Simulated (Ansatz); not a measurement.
This Ga3Se structure is the end of a relaxation. The cell was found from a structure generator's guess, not taken from experiment.

All numbers below come from DFT PBE, scalar-relativistic, plane waves, PAW in Ansatz 0.2.0. Cutoff 420 eV, Γ-centred mesh, Gaussian smearing, no spin polarisation.

```yaml
crystal:
  lattice:
    - [4.25403, 0.00000, 0.00000]
    - [0.00000, 4.25403, 0.00000]
    - [0.00000, 0.00000, 6.20542]
  atoms:
    - { symbol: Ga, position: [0.00000, 0.00000, 0.02823] }
    - { symbol: Ga, position: [0.50000, 0.00000, 0.73674] }
    - { symbol: Ga, position: [0.00000, 0.50000, 0.73674] }
    - { symbol: Se, position: [0.00000, 0.00000, 0.44517] }
```

Energies over the elements count from the elements' standard structures at the same level, with no fitted energy shifts.

(1) Find its symmetry and describe it.

(2) How far does it lie from the elements in energy?

(3) Is it a metal?

Answers

(1) P4mm (No. 99). Conventional cell: a = 4.254 Å, c = 6.205 Å. Ga on a site of symmetry 4mm has 1 Se at 2.59 Å and 4 Ga at 2.79 Å; around Ga on a site of symmetry 2mm lie 2 Ga at 2.79 Å, 2 Se at 2.79 Å and 4 Ga at 3.01 Å; Se has 1 Ga at 2.59 Å and 4 Ga at 2.79 Å.

(2) +0.01 eV/atom. The formation energy is too near zero to say whether this cell lies below the elements.

(3) Yes, bands cross the Fermi level on the 12×12×8 mesh.

The last run used a 12×12×8 mesh (in the run's order of axes) for its 4-atom cell and Gaussian smearing of 0.10 eV. For metals, differences of a few meV/atom aren't resolved. An odd number of electrons in the primitive cell allows no gap without spin; a larger cell or a magnetic state could open one. The reference form of Se is held partly by dispersion forces, which this level lacks. A structure relaxed within its symmetry needn't be a true minimum. Another cell of Ga3Se relaxed alike, in R-3m, lies 162 meV/atom lower, so this cell isn't the stable form at this level.
